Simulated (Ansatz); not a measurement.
**Trial structures of AlIn2Sb2As: starts and ends**

Theory: DFT PBE, scalar-relativistic, plane waves, PAW in Ansatz 0.2.0. All cells share a 420 eV cutoff and Γ-centred k meshes spaced at most about 0.3 Å⁻¹ (about 0.25 or finer for metals, 2π included). No spin polarisation in the final relaxations.

Each guess was relaxed in cell and atoms at zero pressure, within the symmetry of its start. These are static total energies at zero pressure. Coordination counts As or Sb atoms around Al and In (for each partner element, those within 1.25 times its shortest distance or 1.15 times the sum of covalent radii, where it is the nearest in units of that sum or under 1.3; a plus sign parts groups by distance over the sum of covalent radii; the shortest distance is added where it exceeds 1.18 times the sum of covalent radii).

```tsv
guess	made from	start group	V start (Å³/atom)	end group	V end (Å³/atom)	coordination at the end	gap on mesh (eV)	E over the lowest end (meV/atom)
1	LiCeCu2P2 type	P-3m1	22.0	P6/mmm	25.2	Al 8 from 3.0 Å, In 2+3	0	0
2	random cell	P6/mmm	27.3	P6/mmm	41.4	Al 2, In 6 from 4.0 Å	0	503
3	CeB2Ru2Rh type	Cmmm	23.3	Cmmm	30.1	Al 4 from 3.4 Å, In 4	0	247
4	Sr2CuSeO2 type	P4/mmm	22.9	P4/mmm	30.0	Al 2, In 4	0	365
5	LaB2Pd2C type	I4/mmm	23.0	?	?	?	?	?
```

Guess 5 as it starts:

```cif
data_structure
_symmetry_space_group_name_H-M 'I4/mmm'
_symmetry_Int_Tables_number 139
_cell_length_a 4.7264
_cell_length_b 4.7264
_cell_length_c 12.3802
_cell_angle_alpha 90.000
_cell_angle_beta 90.000
_cell_angle_gamma 90.000
_cell_volume 276.56
loop_
_atom_site_label
_atom_site_type_symbol
_atom_site_symmetry_multiplicity
_atom_site_Wyckoff_symbol
_atom_site_fract_x
_atom_site_fract_y
_atom_site_fract_z
_atom_site_occupancy
Al1 Al 2 b 0.50000 0.50000 0.00000 1
In1 In 4 e 0.00000 0.00000 0.14241 1
Sb1 Sb 4 d 0.00000 0.50000 0.25000 1
As1 As 2 a 0.00000 0.00000 0.00000 1
```

Question: Predict the end of this guess and its energy over the lowest end.

Answer: It ends in space group I4/mmm (No. 139), with a = 4.130 Å, c = 22.133 Å, 31.5 Å³/atom and no gap. It lies 196 meV/atom over the lowest end, above guess 1 and below guess 3. Counting As or Sb atoms around Al and In, this end has Al 4 from 2.9 Å, In 5 and the lowest (guess 1) has Al 8 from 3.0 Å, In 2+3. This end holds Sb–Sb nets (shortest 2.92 Å); in the lowest (guess 1) the shortest Sb–Sb distance is 3.13 Å, near bonding range too.

Space group I4/mmm (No. 139). a = 4.130 Å, b = 4.130 Å, c = 22.133 Å, α = 90.00°, β = 90.00°, γ = 90.00°
```csv
atom,site,symmetry,x,y,z
Al,2b,4/mmm,0.5000,0.5000,0.0000
In,4e,4mm,0.0000,0.0000,0.1300
Sb,4d,-4m2,0.0000,0.5000,0.2500
As,2a,4/mmm,0.0000,0.0000,0.0000
```

Formation energies are uncorrected and refer to the elements' standard structures at the same level.

Question: Is the lowest end bound against the elements?

Answer: No: its formation energy is +0.10 eV/atom. A positive value: parting into the elements would lower its energy.

These runs have no spin–orbit coupling, which can matter for Sb. The reference form of As is held partly by dispersion forces, which this level lacks. Cells relaxed within their symmetry can be saddle points. A lower structure may well exist outside this small set. Some candidate types were left out of the draw beforehand, so a known form may be missing.
